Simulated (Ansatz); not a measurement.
Is this TaMo3 structure stable?

The structure comes from a generated guess, relaxed at this level; another structure or a mixture of phases may lie lower.

These are results of Ansatz 0.2.0, DFT PBE, scalar-relativistic, plane waves, PAW, not measurements. Settings of the last relaxation (4-atom cell): 420 eV, 10×10×14 k points, Gaussian smearing of 0.10 eV, no spin polarisation.

```
Ta Mo
1.0
     4.51828    0.00000    0.00000
     0.00000    4.51828    0.00000
     0.00000    0.00000    3.19613
Ta Mo
1 3
Direct
  0.50000 0.50000 0.00000
  0.00000 0.00000 0.00000
  0.50000 0.00000 0.50000
  0.00000 0.50000 0.50000
```

Energies over the elements count from the elements' standard structures at the same level, with no fitted energy shifts.

Question: These tests were run: energy against the elements; phonons at Γ; elastic tensor. What do they show?

Answer:

```
                       test                        result
energy against the elements                 −0.12 eV/atom
               phonons at Γ  lowest optical mode 148 cm⁻¹
             elastic tensor       least eigenvalue 90 GPa
```

It fails none of these tests. Whether a mixture of other phases lies lower isn't tested here. Phonons away from Γ weren't computed.

Spin–orbit coupling, which can matter for Ta, is left out. The run for the phonons used a 10×10×14 k mesh and Fermi–Dirac smearing of 0.15 eV. The run for the elastic tensor used a 10×10×14 k mesh and Fermi–Dirac smearing of 0.15 eV.
